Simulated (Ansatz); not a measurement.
Nb₂O₅:
```
CELL_PARAMETERS angstrom
      3.04465     2.57582     0.00000
     -3.04465     2.57582     0.00000
     -2.74467     0.00000     5.06737
ATOMIC_POSITIONS crystal
  Nb 0.84874 0.23045 0.70562
  Nb 0.23045 0.84874 0.29438
  O  0.28166 0.28166 0.50000
  O  0.63691 0.79007 0.64706
  O  0.79007 0.63691 0.35294
  O  0.23783 0.88632 0.96332
  O  0.88632 0.23783 0.03668
```

r²SCAN in the plane-wave PAW code Ansatz gives a gap of 2.31 eV without spin–orbit coupling, maximum at Γ, minimum at V2.

### Question
What happens when spin–orbit coupling is switched on?

### Answer
The gap stays essentially unchanged, to 2.31 eV; maximum at Γ, minimum at V2.

### Question
Give the hole effective mass with spin–orbit coupling.

### Answer
0.50, 2.2, 4.2 mₑ (principal values).

Space group C2. The workflow started from a Materials Project entry (that database holds measured and hypothetical structures alike); the Crystallography Open Database copy checked does not list it. COD files the formula under space group No. 3, 15, 139. Its standing as an ambient phase is unchecked. Symmetry was held in the r²SCAN relaxation; whether a distortion lowers the energy is not shown. The run is not spin-polarised.

Potentials: the later of the program's two PAW sets.
